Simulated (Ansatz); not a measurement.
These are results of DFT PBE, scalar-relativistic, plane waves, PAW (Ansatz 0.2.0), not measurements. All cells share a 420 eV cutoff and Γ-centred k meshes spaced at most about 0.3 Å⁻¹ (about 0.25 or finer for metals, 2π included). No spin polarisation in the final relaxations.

Temperature and zero-point effects are left out. All come from trial cells, and lower structures may exist.

Question: Order these relaxed structures of Ta2W by energy, lowest first, with the energy over the lowest of them.
A.

Space group Fmmm (No. 69). a = 3.250 Å, b = 4.675 Å, c = 13.774 Å, α = 90.00°, β = 90.00°, γ = 90.00°
```
atom  site  symmetry       x       y       z
  Ta    8i       mm2  0.0000  0.0000  0.1634
   W    4b       mmm  0.5000  0.0000  0.0000
```

B.

Space group P-3m1 (No. 164). a = 3.093 Å, b = 3.093 Å, c = 6.521 Å, α = 90.00°, β = 90.00°, γ = 120.00°
```csv
atom,site,symmetry,x,y,z
Ta,2d,3m.,0.6667,0.3333,0.8225
W,1b,-3m.,0.0000,0.0000,0.5000
```

C.

Space group I4/mmm (No. 139). a = 3.259 Å, b = 3.259 Å, c = 9.867 Å, α = 90.00°, β = 90.00°, γ = 90.00°
```csv
atom,site,symmetry,x,y,z
Ta,4e,4mm,0.5000,0.5000,0.1609
W,2a,4/mmm,0.0000,0.0000,0.0000
```

Answer: C (0 meV/atom), A (38 meV/atom), B (377 meV/atom). Forms: C MoSi2 (C11b) type, I4/mmm; A Ta and W ordered on bcc sites, Fmmm; B cadmium iodide type, P-3m1. Counting all near atoms (those within 1.25 times the shortest distance at each site; a plus sign parts nearer from farther groups): C has Ta 14, W 8+6; A has Ta 8+6, W 8+6; B has Ta 12, W 6+6.

These runs have no spin–orbit coupling, which can matter for Ta and W. Cells relaxed within their symmetry can be saddle points. The Fmmm cell of Ta2W came from shaking the P-3m1 one. Some types were kept out of the candidates beforehand, so the set may lack a known form.
